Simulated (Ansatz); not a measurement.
BaTiO3 (tetragonal-perovskite type, space group P4mm)

```
CELL_PARAMETERS angstrom
      3.98510     0.00000     0.00000
      0.00000     3.98510     0.00000
      0.00000     0.00000     4.20426
ATOMIC_POSITIONS crystal
  Ti 0.50000 0.50000 0.45787
  Ba 0.00000 0.00000 0.94066
  O  0.50000 0.50000 0.88874
  O  0.50000 0.00000 0.40937
  O  0.00000 0.50000 0.40937
```

Two-dimensional scan of atom 3 (O, nearest neighbour Ti at 1.811 Å; its periodic images, 4.0 Å or more away, move with it): u runs along (1.000, 0.000, 0.000), v along (0.000, 0.000, 1.000) (Cartesian). Cell and other atoms are fixed.

Method: PBE (plane waves to 420 eV, PAW, scalar-relativistic; Ansatz, a program for electronic structure). k mesh 7×7×6 (Γ-centred), Fermi-Dirac smearing 0.05 eV. The energy includes the smearing's −TS. Points where atoms come too close for the PAW data are left out (x in tables, blank in figures). BaTiO3 is run without spin polarisation. BaTiO3 was relaxed with its symmetry unable to fall. The PAW data are Ansatz's earlier set. The zero of ΔE is the undisplaced structure. Axes are in Å.

Question: What ΔE (meV/cell) does the calculation give at all points of the grid u = -0.270, -0.135, 0.000, 0.135, 0.270 by v = -0.270, -0.135, 0.000, 0.135, 0.270?

Answer: ΔE (meV/cell), with u across and v down:

```
v \ u   -0.270  -0.135  0.000  0.135  0.270
------  ------  ------  -----  -----  -----
-0.270       x       x      x      x      x
-0.135     344       x      x      x    344
0.000      195      48      0     48    195
0.135      316     161    110    161    316
0.270      539     385    334    385    539
```

(A displaced cell: forces are minus the slopes of the energy, force constants its curvatures, and phonons follow from these.)
